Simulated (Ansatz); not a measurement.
Co₂C (space group Pnnm)

```yaml
crystal:
  lattice:
    - [4.30107, 0.00000, 0.00000]
    - [0.00000, 4.31411, 0.00000]
    - [0.00000, 0.00000, 2.84028]
  atoms:
    - { symbol: Co, position: [0.35276, 0.25620, 0.00000] }
    - { symbol: Co, position: [0.64724, 0.74380, 0.00000] }
    - { symbol: Co, position: [0.14724, 0.75620, 0.50000] }
    - { symbol: Co, position: [0.85276, 0.24380, 0.50000] }
    - { symbol: C, position: [0.00000, 0.00000, 0.00000] }
    - { symbol: C, position: [0.50000, 0.50000, 0.50000] }
```

This relaxed cell (volume V₀) is scaled evenly in all directions, its shape held. The atoms relax within the cell's symmetry.

These are PBEsol (plane waves to 420 eV, PAW, scalar-relativistic; Ansatz, a first-principles code) values and carry that method's errors. k mesh 11×11×16 (Γ-centred), Fermi-Dirac smearing 0.05 eV. The energy includes the smearing's −TS. Stress and pressure are positive under compression. With the shape held, the modulus is that of even scaling; a crystal free to change shape is softer. Co2C is run without spin polarisation. Co2C was relaxed with its symmetry unable to fall. ΔE is measured from the relaxed starting cell. The last digit holds for this mesh only.

```json
[
 {"V (Å³/atom)": "8.257", "ΔE (meV/atom)": "withheld"},
 {"V (Å³/atom)": "8.362", "ΔE (meV/atom)": "20.1"},
 {"V (Å³/atom)": "8.467", "ΔE (meV/atom)": "11.0"},
 {"V (Å³/atom)": "8.573", "ΔE (meV/atom)": "4.8"},
 {"V (Å³/atom)": "8.678", "ΔE (meV/atom)": "1.2"},
 {"V (Å³/atom)": "8.784", "ΔE (meV/atom)": "0.0"},
 {"V (Å³/atom)": "8.889", "ΔE (meV/atom)": "1.1"},
 {"V (Å³/atom)": "8.994", "ΔE (meV/atom)": "4.4"},
 {"V (Å³/atom)": "9.100", "ΔE (meV/atom)": "9.6"},
 {"V (Å³/atom)": "9.205", "ΔE (meV/atom)": "16.6"},
 {"V (Å³/atom)": "9.311", "ΔE (meV/atom)": "25.4"}
]
```

Fit a third-order Birch-Murnaghan form (E₀, V₀, B₀, B₀′ free) to the given rows and predict ΔE at V = 8.257.

Least squares on the 10 given rows: ΔE = E₀ + (9V₀B₀/16)·y²·[2 + (B₀′ − 4)y], y = (V₀/V)^(2/3) − 1, with V₀ = 8.783 Å³/atom, B₀ = 288.4 GPa (160.2 GPa = 1 eV/Å³; the term in eV is multiplied by 1000), B₀′ = 5.07, E₀ = 0.02 meV/atom; root-mean-square residual 0.03 meV/atom. At 8.257 the fit gives 32.1 meV/atom; the calculation gives 32.1 meV/atom, the same to the digits shown. For the pressure the fit gives 20.8 GPa against the computed 20.7 GPa.

(Under strain, the slope of the energy per volume gives the stress and its curvature an elastic modulus.)
